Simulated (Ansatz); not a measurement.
## Stationary points along a deformation path in Mg2NCl

Level of theory: Ansatz, DFT PBE, scalar-relativistic, plane waves, PAW. Settings: plane waves to 420 eV, k-mesh 12×12×12 (Γ-centred), Gaussian smearing 0.05 eV. No spin polarisation. Energies are free energies at this smearing, counted from the undisturbed cell; pressure is positive in compression.

The undisturbed cell (as given, not relaxed at this level; it stands at -0.1 GPa, and it needn't be the usual structure):

```
Mg N Cl
1.0
     1.66067    0.95879    6.00298
    -1.66067    0.95879    6.00298
     0.00000   -1.91757    6.00298
Mg N Cl
2 1 1
Direct
  0.22282 0.22282 0.22282
  0.77719 0.77719 0.77719
  0.50000 0.50000 0.50000
  0.00000 0.00000 0.00000
```

At fixed volume and fractional coordinates, lengths along (0.000, 0.000, 1.000) are scaled against those across it; ρ is that ratio over its starting value. V = 14.337 Å³/atom. Δσ is the stress along the axis less the mean stress across it (compression positive).

```
    ρ  ΔE (meV/atom)  Δσ (GPa) space group
0.800          197.3     26.31         R-3m
0.850          111.1     21.10         R-3m
0.920           31.7     12.13         R-3m
0.960            8.1      6.35         R-3m
1.000            0.0      0.21         R-3m
1.050           11.0     -7.89         R-3m
1.100           44.4    -16.34         R-3m
1.200          173.8    -33.82         R-3m
1.300          375.4    -50.49         R-3m
```

Question: How does the stress give the slope of the energy, and where is the energy stationary?

Answer: Along the path d ln(length) is 2/3 d ln ρ on the axis and −1/3 d ln ρ across it, so dE/d ln ρ = −(2/3) V Δσ: the energy falls with ρ where Δσ is positive. Δσ vanishes or changes sign between ρ = 1.000 and 1.050, a minimum (near 1.00 by linear interpolation). Pairs of stationary points between two samples would go unseen, and could change a minimum read from distant neighbours into a maximum.

Question: Integrate that slope from ρ = 1 to 0.850 by the trapezoid rule.

Answer: With V/N in Å³ and 1 eV/Å³ = 160.2 GPa the slopes at ρ = 1.000, 0.960, 0.920, 0.850 are -12, -379, -724, -1259 meV/atom per unit of ln ρ. The steps add 8.0 + 23.5 + 78.4 = 109.9 meV/atom, against 111.1 from the energies; the trapezoid rule misses the curvature of the slope within each step.

Forces appear on the atoms along this scan, and letting them relax would lower the energy and soften the response. The gap closes along the scan, which can put kinks into the curve.